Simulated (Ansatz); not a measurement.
## Relaxing lanthanum (hcp)

The calculation used DFT, BLYP, plane waves (420 eV) with PAW, scalar-relativistic (Ansatz 0.2.0). (PAW data from PBE, frozen cores regenerated.)

k-point mesh 10×10×5, Fermi-Dirac smearing 0.1 eV, no spin polarisation. Cell and atoms relax.

Starting structure:

```
CELL_PARAMETERS angstrom
3.75424 0.00000 0.00000
-1.87712 3.25126 0.00000
0.00000 0.00000 6.13067
ATOMIC_POSITIONS crystal
La 0.33333 0.66667 0.25000
La 0.66667 0.33333 0.75000
```

Q: The pressure at the start is 2.3 GPa. By how much does the volume change?

A: From 37.42 to 40.62 Å³ per atom, 8.6 %. The final cell has a = 3.877 Å, c = 6.240 Å (c/a = 1.609).

Q: How much energy does the relaxation gain?

A: 21.7 meV per atom.

Path of the relaxation (the plane waves are chosen anew near the end, which can shift the energy a little):

| step | E − E(final) (meV/atom) | V (Å³/atom) | P (GPa) | max force (eV/Å) |
| --- | --- | --- | --- | --- |
| 0 | 21.74 | 37.416 | 2.27 | 0.000 |
| 1 | 1.94 | 39.719 | 0.55 | 0.000 |
| 2 | 0.31 | 40.530 | 0.03 | 0.000 |
| 3 | 0.22 | 40.616 | -0.02 | 0.000 |
| 4 | 0.19 | 40.620 | -0.01 | 0.000 |
| 5 | 0.00 | 40.620 | 0.00 | 0.000 |
